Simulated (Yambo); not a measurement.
RbPbF3 (cubic perovskite, space group Pm-3m, No. 221), G0W0@PBEsol in Yambo; all else as in the reference (2×2×2 Γ-centred k mesh, 167 bands and a 7 Ry block in the screening, 167 bands in G with the Bruneval-Gonze terminator, plasmon pole fitted at 27.2 eV). One parameter is varied: the cutoff of the wavefunctions in Yambo, over 10, 20, 30, 50, 84 Ry.

### Question
From which value on does the gap R → R stay within 0.05 eV of the largest setting?

### Answer
From 30 Ry on.
```
cutoff of the wavefunctions in Yambo (Ry)  G0W0 gap (eV)  valence shift (eV)
-----------------------------------------  -------------  ------------------
10                                                  4.46               -0.69
20                                                  4.89               -1.16
30                                                  5.02               -1.28
50                                                  5.05               -1.32
84                                                  5.06               -1.32
```
The last step of the sweep still moves the gap by 6 meV; the other settings are held fixed.

The standard potential for Pb keeps a d shell in the valence without the s and p states of that shell. In tests on such compounds this moved G0W0 gaps by up to about 0.9 eV, so absolute quasiparticle energies here are unreliable; differences between settings are what counts.

Spin-orbit coupling is not included.

Geometry of the Materials Project entry, not relaxed at this level; primitive cell a = b = c = 4.8617 Å, α = β = γ = 90.00°.

The structure is a Materials Project entry; no match was found in the copy of COD used, and its stability was not checked.

A shift is the quasiparticle energy of the state minus its PBEsol energy.
